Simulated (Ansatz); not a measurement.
Piezoelectric tensor of Al2GaP3

Theory: DFT PBE, scalar-relativistic, plane waves, PAW (Ansatz 0.2.0). Plane waves to 420 eV; Γ-centred k mesh 12×12×2; fixed occupations. No spin polarisation.

The cell, relaxed at this level:
```xyz
12
Lattice="3.8859 0.0000 0.0000 -1.9429 3.3653 0.0000 0.0000 0.0000 19.1650" Properties=species:S:1:pos:R:3 pbc="T T T"
Al    0.0000    2.2435    0.0004
Al    0.0000    2.2435   12.7733
Al    1.9429    1.1218    3.1908
Al    1.9429    1.1218    9.5829
Ga    0.0000    2.2435    6.3947
Ga    1.9429    1.1218   15.9772
P     0.0000    2.2435    2.3932
P     0.0000    2.2435    8.7893
P     0.0000    2.2435   15.1660
P     1.9429    1.1218    5.5835
P     1.9429    1.1218   11.9757
P     1.9429    1.1218   18.3718
```

The structure comes from a generated guess, relaxed at this level; another structure or a mixture of phases may lie lower.

(1) Give the relaxed-ion proper piezoelectric stress tensor e_iJ (C/m², Voigt columns xx yy zz yz xz xy).

(2) With the elastic constants (GPa, Voigt order)
C11 = 149.5, C12 = 52.9, C13 = 37.5, C22 = 149.5, C23 = 37.5, C33 = 170.7, C44 = 38.6, C55 = 38.6, C66 = 48.3 GPa; the others vanish.
find the strain coefficients d = e·C⁻¹ (pC/N).

Answers

(1)
```
x    0.000  0.000  0.000  0.000 -0.015  0.000
y    0.000  0.000  0.000 -0.015  0.000  0.000
z   -0.027 -0.027 -0.031  0.000  0.000  0.000
```
Signs follow the orientation of the cell as given.

(2)
```
x    0.00  0.00  0.00  0.00 -0.38  0.00
y    0.00  0.00  0.00 -0.38  0.00  0.00
z   -0.11 -0.11 -0.14  0.00  0.00  0.00
```
